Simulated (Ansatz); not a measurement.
**Spin-resolved density of states of TiAu (Pm-3m)**

```yaml
crystal:
  lattice:
    - [3.25400, 0.00000, 0.00000]
    - [0.00000, 3.25400, 0.00000]
    - [0.00000, 0.00000, 3.25400]
  atoms:
    - { symbol: Ti, position: [0.50000, 0.50000, 0.50000] }
    - { symbol: Au, position: [0.00000, 0.00000, 0.00000] }
```

Geometry: a structure as deposited in COD; nothing is relaxed.

Settings: PBEsol, 10×10×10 k mesh, Fermi–Dirac smearing of 0.05 eV. LAPW is all-electron LAPW in Ansatz 0.2.0. Site moments are integrated in spheres about the atoms. Start moments (μB): Ti1 0.5.

Q: Give the density of states by spin, smoothed by a Gaussian of 0.15 eV.

A: 
```csv
E − E_F (eV),majority (states/eV/cell),minority (states/eV/cell)
-7.00,0.21,0.19
-6.60,0.46,0.34
-6.20,1.28,1.07
-5.80,1.95,1.85
-5.40,2.26,2.35
-5.00,2.49,2.73
-4.60,2.66,2.65
-4.20,1.30,1.48
-3.80,0.67,0.65
-3.40,0.47,0.51
-3.00,0.37,0.37
-2.60,0.38,0.41
-2.20,0.26,0.28
-1.80,0.32,0.19
-1.40,0.55,0.39
-1.00,0.82,0.59
-0.60,1.11,0.75
-0.20,1.88,0.82
0.20,1.53,1.56
0.60,1.31,1.63
1.00,1.04,1.53
1.40,1.91,1.05
1.80,1.27,1.80
2.20,0.42,1.35
2.60,0.62,0.40
3.00,0.52,0.67
3.40,0.47,0.66
3.80,0.31,0.47
4.20,0.26,0.33
```
Site moments (μB): Ti1 0.58, Au2 0.08. Cell moment 0.77 μB.

Löwdin populations of d and f shells (filled inner shells left out):

```
 shell    up  down
Ti1 3d  1.81  1.12
Au2 5d  4.79  4.76
```

The Ansatz runs typed with the search for lower states off end where their start leads. Spin–orbit coupling is left out although heavy atoms are present. The magnetic state is the one that this cell and start allow. It needn't be the compound's measured order, which may need a larger cell or be absent.
